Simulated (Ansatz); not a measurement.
The start is a generated trial cell of Ag in the AFLOW prototype A_tI2_139_a (A6, as in In). A full variable-cell relaxation at zero pressure is run with PBEsol (plane waves to 420 eV, PAW, scalar-relativistic; Ansatz, a quantum-chemistry and plane-wave program). The first steps use a coarse 14×14×14 k-mesh.

Starting cell:
```yaml
crystal:
  lattice:
    - [-1.58434, 1.58434, 1.70354]
    - [1.58434, -1.58434, 1.70354]
    - [1.58434, 1.58434, -1.70354]
  atoms:
    - { symbol: Ag, position: [0.00000, 0.00000, 0.00000] }
```

```json
{
  "initial_pressure": "-2.1 GPa (negative: the cell is under tension)",
  "outcome": "The space group goes from I4/mmm (No. 139) to Fm-3m (No. 225); the end is fcc (Cu type), with 1 atom in the primitive cell",
  "Shortest distances (start → end)": "The closest pairs of elements (up to four, under 3.6 Å), start → end: Ag–Ag 2.81 → 2.87 Å",
  "band_gap_at_the_end": "zero (metallic)",
  "optimiser_moves": "12"
}
```

Relaxed structure:

Space group Fm-3m (No. 225); a = 4.0548 Å, b = 4.0548 Å, c = 4.0548 Å, α = 90.00°, β = 90.00°, γ = 90.00°

```
atom  site  symmetry       x       y       z
----  ----  --------  ------  ------  ------
Ag      4a      m-3m  0.0000  0.0000  0.0000
```
(The calculation used a cell of 1 atom; values per cell refer to that cell.)

Final values are on a 20×20×20 k-mesh of the relaxed cell. No spin polarisation in the result.

The run could not lose the symmetry of its start; a randomly shaken copy of 2 atoms returns to this structure.
